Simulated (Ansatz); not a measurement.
**CaIn2As2, a database entry at a rescaled volume**

```xyz
10
Lattice="4.2076 0.0000 0.0000 -2.1038 3.6439 0.0000 0.0000 0.0000 17.9800" Properties=species:S:1:pos:R:3 pbc="T T T"
In    0.0000    2.4293    3.0922
In    2.1038    1.2146   12.0822
In    0.0000    2.4293    5.8978
In    2.1038    1.2146   14.8878
As    0.0000    2.4293   10.8531
As    2.1038    1.2146    1.8631
As    0.0000    2.4293   16.1169
As    2.1038    1.2146    7.1269
Ca    0.0000    0.0000    0.0000
Ca    0.0000    0.0000    8.9900
```

Method: r2SCAN, no spin polarisation; PAW, plane waves to 500 eV, 7×7×2 Γ-centred mesh, fermi-dirac occupations (width 0.1 eV) (Ansatz 0.2.0), atoms fixed.

**Question.** Metal or insulator? Give the gap.

**Answer.** The gap is 0.21 eV, direct at the points sampled.

**Question.** Is it stable against the elements?

**Answer.** -0.78 eV an atom against the elements' usual phases (free molecules for gases, crystals otherwise, with no correction for O₂ or N₂), so it is bound against them; other compounds may still compete. Relaxing would lower it.

**Question.** Give the Bader charges.

**Answer.** Bader charges in e: Ca +1.46, In +0.59, As -1.32. In the mean Ca gives up most and As takes most.

**Question.** What does the stress say?

**Answer.** The pressure is -1.3 GPa (compression positive), so with the atoms held at these fractions the cell would first shrink.

**Question.** What do density and ELF say about some of the short contacts?

**Answer.** In–As at 2.72 Å: least valence density 0.34 e/Å³ and ELF 0.42 there. In–In at 2.81 Å: least valence density 0.33 e/Å³ and ELF 0.58 there. As–Ca at 3.06 Å: least valence density 0.13 e/Å³ and ELF 0.11 there, a closed-shell (ionic or weak) contact. Both are smooth PAW fields, read partly inside the augmentation spheres.

Origin: a database entry at a rescaled volume. Caveats: the gap is not wide against the smearing.
